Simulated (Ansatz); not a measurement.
**Ga₄AsP₃: stable or not**

The structure comes from a generated guess, relaxed at this level; another structure or a mixture of phases may lie lower.

These are results of DFT PBE, scalar-relativistic, plane waves, PAW in Ansatz, not measurements. Plane waves to 420 eV, a 6×6×6 mesh through Γ for the 8-atom cell and 0.02 eV Gaussian smearing; no spin polarisation.

```
CELL_PARAMETERS angstrom
5.56378 0.00000 0.00000
0.00000 5.56378 0.00000
0.00000 0.00000 5.56378
ATOMIC_POSITIONS crystal
Ga 0.75450 0.75450 0.24550
Ga 0.75450 0.24550 0.75450
Ga 0.24550 0.75450 0.75450
Ga 0.24550 0.24550 0.24550
P 0.50000 0.00000 0.00000
P 0.00000 0.50000 0.00000
P 0.00000 0.00000 0.50000
As 0.50000 0.50000 0.50000
```

Energies over the elements count from the elements' standard structures at the same level, with no fitted energy shifts. The references include black phosphorus.

Question: These tests were run: energy against the elements; random kick, then relaxation without symmetry; phonons at Γ; elastic tensor. What do they show?

Answer:

| test | result |
| --- | --- |
| energy against the elements | −0.406 eV/atom |
| random kick, then relaxation without symmetry | returns |
| phonons at Γ | lowest optical mode 90 cm⁻¹ |
| elastic tensor | least eigenvalue 61 GPa |

It fails none of these tests. Other phases of the system weren't compared here, so this isn't yet thermodynamic stability. Phonons away from Γ weren't computed.

The reference forms of As and P are held partly by dispersion forces, which this level lacks. The kick test ran on a coarse mesh. The run for the phonons used a 6×6×6 k mesh. The run for the elastic tensor used a 6×6×6 k mesh.
